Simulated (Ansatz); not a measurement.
Values for one crystal, relaxed and computed with plane-wave PAW r²SCAN (Ansatz code); other levels are named.

```yaml
volume_per_atom: 10.00 Å³
electronic_character: metallic (no gap)
Density of states at the Fermi level: 0.42 states/eV per atom (mean over ±0.08 eV)
Formation energy from the elements (no fitted shifts): -0.47 eV/atom
```

Which of these materials gives this?
A. Y2Al3Si2, C2/m (Y on 4i, Al on 4i, Al on 2a, Si on 4i)
B. Si2Ni6B, P-62m (Si on 2c, Ni on 3f, Ni on 3g, B on 1b)
C. YbSi2Au2, I4/mmm (Au on 4d, Yb on 2a, Si on 4e)
D. HfSiMo, Pnma (Hf on 4c, Si on 4c, Mo on 4c)

B, Si2Ni6B, P-62m (Si on 2c, Ni on 3f, Ni on 3g, B on 1b)

The workflow started from a Materials Project entry (that database holds measured and hypothetical structures alike); the Crystallography Open Database files this formula in space group No. 189, but the cells were not matched. Whether it is the stable phase at ambient conditions was not checked. The cell was relaxed with r²SCAN under the symmetry of its start; its stability against distortions is not shown here. No spin polarisation was allowed. The references are the lowest solids computed at this level, not always the standard phases.

Potentials: the later of the program's two PAW sets.
